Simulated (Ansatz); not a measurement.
Relaxed-ion elastic tensor of CsPbBr$_{3}$ (cubic perovskite, Pm-3m) in GPa (Voigt order), plane-wave PAW LDA (Ansatz code); density 5.03 g/cm³, 38.29 Å³ per atom.

```csv
,1,2,3,4,5,6
1,61.7,7.1,7.1,0.0,0.0,0.0
2,7.1,61.7,7.1,0.0,0.0,0.0
3,7.1,7.1,61.7,0.0,0.0,0.0
4,0.0,0.0,0.0,3.7,0.0,0.0
5,0.0,0.0,0.0,0.0,3.7,0.0
6,0.0,0.0,0.0,0.0,0.0,3.7
```

Question: Is the crystal mechanically stable?

Answer: Yes: the smallest eigenvalue of C is 3.7 GPa.

Question: Work out the Voigt, Reuss and Hill averages.

Answer: K_V = 25.3, K_R = 25.3, K_H = 25.3; G_V = 13.2, G_R = 5.7, G_H = 9.4 GPa.

Question: Give Young's modulus, Poisson's ratio, Pugh's ratio and the universal anisotropy index.

Answer: E = 9KG/(3K + G) = 25.2 GPa; ν = 0.33; K/G = 2.68 (ductile by the Pugh limit of 1.75); A_U = 5G_V/G_R + K_V/K_R − 6 = 6.50.

Question: Estimate the sound speeds and the Debye temperature.

Answer: v_l = √((K + 4G/3)/ρ) = 2750 m/s, v_t = √(G/ρ) = 1370 m/s, mean 1540 m/s; Θ = (h/k)(3n/4πV)^(1/3) v_m = 136 K.

Question: Give the Zener ratio and Young's modulus along [100], [110] and [111].

Answer: A = 2C44/(C11 − C12) = 0.14; 1/E = S11 − 2(S11 − S12 − S44/2)Γ with Γ = 0, 1/4, 1/3 gives 60.3, 13.5, 10.7 GPa.

Question: Solve the Christoffel equation for the three sound speeds along [100], [110], [111].

Answer: Eigenvalues of C_ijkl n_j n_l equal ρv². In km/s, slowest first: [100] 0.86, 0.86, 3.50; [110] 0.86, 2.33, 2.75; [111] 1.97, 1.97, 2.46.

This is a known high-temperature phase of the composition, computed here at zero pressure and temperature. The cell was relaxed with LDA under the symmetry of its start; of distortions, only those at the zone centre were tested, and some modes there are weakly imaginary. Scalar-relativistic: spin–orbit coupling is off unless named, which matters more the heavier the elements.

Potentials: the later of the program's two PAW sets.
